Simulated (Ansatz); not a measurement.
Method: Ansatz 0.2.0, DFT PBE, scalar-relativistic, plane waves, PAW. All cells share a 420 eV cutoff and Γ-centred k meshes spaced at most about 0.3 Å⁻¹ (about 0.25 or finer for metals, 2π included). No spin polarisation in the final relaxations.

Each of these unrelaxed guesses is relaxed in cell and atoms within its symmetry. A guess keeps its type if space group and coordination stay and the shape of the cell changes little (axis ratios within about 15 %, angles within 6°); the volume may change.

1. NaB2

```cif
data_structure
_symmetry_space_group_name_H-M 'F-43m'
_symmetry_Int_Tables_number 216
_cell_length_a 7.0168
_cell_length_b 7.0168
_cell_length_c 7.0168
_cell_angle_alpha 90.000
_cell_angle_beta 90.000
_cell_angle_gamma 90.000
_cell_volume 345.48
loop_
_atom_site_label
_atom_site_type_symbol
_atom_site_symmetry_multiplicity
_atom_site_Wyckoff_symbol
_atom_site_fract_x
_atom_site_fract_y
_atom_site_fract_z
_atom_site_occupancy
Na1 Na 4 d 0.25000 0.25000 0.75000 1
Na2 Na 4 b 0.50000 0.00000 0.00000 1
B1 B 16 e 0.41641 0.08359 0.41641 1
```

2. ZnCl3

```cif
data_structure
_symmetry_space_group_name_H-M 'P6_3/mmc'
_symmetry_Int_Tables_number 194
_cell_length_a 4.7842
_cell_length_b 4.7842
_cell_length_c 8.4819
_cell_angle_alpha 90.000
_cell_angle_beta 90.000
_cell_angle_gamma 120.000
_cell_volume 168.13
loop_
_atom_site_label
_atom_site_type_symbol
_atom_site_symmetry_multiplicity
_atom_site_Wyckoff_symbol
_atom_site_fract_x
_atom_site_fract_y
_atom_site_fract_z
_atom_site_occupancy
Zn1 Zn 2 c 0.33333 0.66667 0.25000 1
Cl1 Cl 2 b 0.00000 0.00000 0.25000 1
Cl2 Cl 4 f 0.33333 0.66667 0.57000 1
```

3. Li2TaO2

```cif
data_structure
_symmetry_space_group_name_H-M 'P6/mmm'
_symmetry_Int_Tables_number 191
_cell_length_a 4.3189
_cell_length_b 4.3189
_cell_length_c 3.6517
_cell_angle_alpha 90.000
_cell_angle_beta 90.000
_cell_angle_gamma 120.000
_cell_volume 58.99
loop_
_atom_site_label
_atom_site_type_symbol
_atom_site_symmetry_multiplicity
_atom_site_Wyckoff_symbol
_atom_site_fract_x
_atom_site_fract_y
_atom_site_fract_z
_atom_site_occupancy
Li1 Li 2 d 0.33333 0.66667 0.50000 1
Ta1 Ta 1 a 0.00000 0.00000 0.00000 1
O1 O 2 c 0.33333 0.66667 0.00000 1
```

Problem. Which guesses survive the relaxation?

Solution. Guesses 1 and 3 keep their type.

| guess | kept | start group | end group | V start (Å³/atom) | V end | b/a and c/a, end over start | nearest neighbours start | nearest neighbours end |
| --- | --- | --- | --- | --- | --- | --- | --- | --- |
| 1 | yes | F-43m | F-43m | 14.4 | 10.2 | 1.00, 1.00 | B 3, Na 16 | B 3, Na 16 |
| 2 | no | P6_3/mmc | P6_3/mmc | 21.0 | 28.8 | 1.00, 1.60 | Cl 5/9, Zn 5 | Cl 1/3, Zn 2 |
| 3 | yes | P6/mmm | P6/mmm | 11.8 | 9.7 | 1.00, 1.10 | Li 2, O 2, Ta 6 | Li 2, O 2, Ta 6 |

Neighbours count within 15 % of an atom's shortest distance; end groups are read at 0.02 Å (0.05 Å in metals).

Weakly bound directions are ill-defined at this level, which has no dispersion term (ZnCl3 P6_3/mmc). These runs have no spin–orbit coupling, which can matter for Ta. In Li2TaO2 P6/mmm an odd number of electrons in the primitive cell allows no gap without spin; a larger cell or a magnetic state could open one. A magnetic state wasn't ruled out in cells without spin, among them ZnCl3 P6_3/mmc. Cells relaxed within their symmetry can be saddle points.

In counts of neighbours, a slash parts the counts of unlike sites.
